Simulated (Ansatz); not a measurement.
## Data sheet: TiRe (DFT)

TiRe:
```cif
data_ReTi
_chemical_formula_sum 'Re1 Ti1'
_space_group_name_H-M_alt 'P 1'
_space_group_IT_number 1
_cell_length_a 3.10276
_cell_length_b 3.10276
_cell_length_c 3.10276
_cell_angle_alpha 90.000
_cell_angle_beta 90.000
_cell_angle_gamma 90.000
loop_
_space_group_symop_operation_xyz
  'x, y, z'
loop_
_atom_site_label
_atom_site_type_symbol
_atom_site_fract_x
_atom_site_fract_y
_atom_site_fract_z
_atom_site_occupancy
Re1 Re 0.00000 0.00000 0.00000 1
Ti1 Ti 0.50000 0.50000 0.50000 1
```

Space group Pm-3m (No. 221), CsCl type; conventional cell a = b = c = 3.1028 Å, α = β = γ = 90.00°.

Method: the program Ansatz at the r²SCAN level (PAW). Geometry: relaxed at this level of theory. Other levels are named where they apply.

**Cell and energy**

```
Property                                                      Result
-----------------------------------------------------  -------------
Volume per atom                                             14.94 Å³
Density                                                  13.01 g/cm³
Formation energy from the elements (no fitted shifts)  -0.43 eV/atom
```

**Electronic structure**

```
Quantity                                                                    Result
------------------------------------  --------------------------------------------
Electronic character                                             metallic (no gap)
Density of states at the Fermi level  0.69 states/eV per atom (mean over ±0.08 eV)
Gap with spin–orbit coupling                                       none (metallic)
```

**Mechanics**

```
Quantity                              Value
----------------------------------  -------
Bulk modulus (Birch–Murnaghan fit)  240 GPa
Pressure derivative B′                  4.1
```

**Charges**

```
Item                          Value
-------------  --------------------
Bader charges  Re -1.34, Ti +1.34 e
```

The workflow started from an entry of the Crystallography Open Database (COD). Its standing as an ambient phase is unchecked. Symmetry was held in the r²SCAN relaxation; whether a distortion lowers the energy is not shown. The run is not spin-polarised. The references are the lowest solids computed at this level, not always the standard phases. Spin–orbit coupling is left out wherever it is not named.

Potentials: the later of the program's two PAW sets.
